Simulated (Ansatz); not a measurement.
Data:

La2MgVO6:
```xyz
10
Lattice="2.7862 1.6086 4.4212 -2.7862 1.6086 4.4212 0.0000 -3.2172 4.4212" Properties=species:S:1:pos:R:3 pbc="T T T"
La     0.0000     0.0000     9.9549
La     0.0000     0.0000     3.3086
Mg     0.0000     0.0000     6.6318
V      0.0000     0.0000     0.0000
O      1.2515     1.1476     5.4935
O     -1.2515    -1.1476     7.7700
O     -1.6196     0.5100     5.4935
O      1.6196    -0.5100     7.7700
O      0.3681    -1.6577     5.4935
O     -0.3681     1.6577     7.7700
```
The run is spin-polarised.

This is the r²SCAN-relaxed structure.

### Question
All from DFT-r²SCAN in the program Ansatz with PAW potentials, unless another level is named. Estimate the net moment.

### Answer
0.10 μB per atom.

### Question
What about the Bader charges?

### Answer
La +2.14, Mg +1.75, V +2.18, O -1.37 e.

Space group R-3. The workflow started from a Materials Project entry (that database holds measured and hypothetical structures alike); the Crystallography Open Database copy checked does not list it. With Mg and V taken as one species the cell has the higher symmetry R-3c, so it may be an ordered model of a mixed-site phase. Its standing as an ambient phase is unchecked. The cell was relaxed with r²SCAN under the symmetry of its start; its stability against distortions is not shown here. Magnetic state: ferromagnetic, chosen from 3 collinear starts compared on coarse meshes (ties went to the first, and starts can fall back to one state), not a proven ground state. Other orbital occupations within this spin state were not tried. No Hubbard U is applied. Scalar-relativistic: spin–orbit coupling is off unless named, which matters more the heavier the elements.

Potentials: the later of the program's two PAW sets.
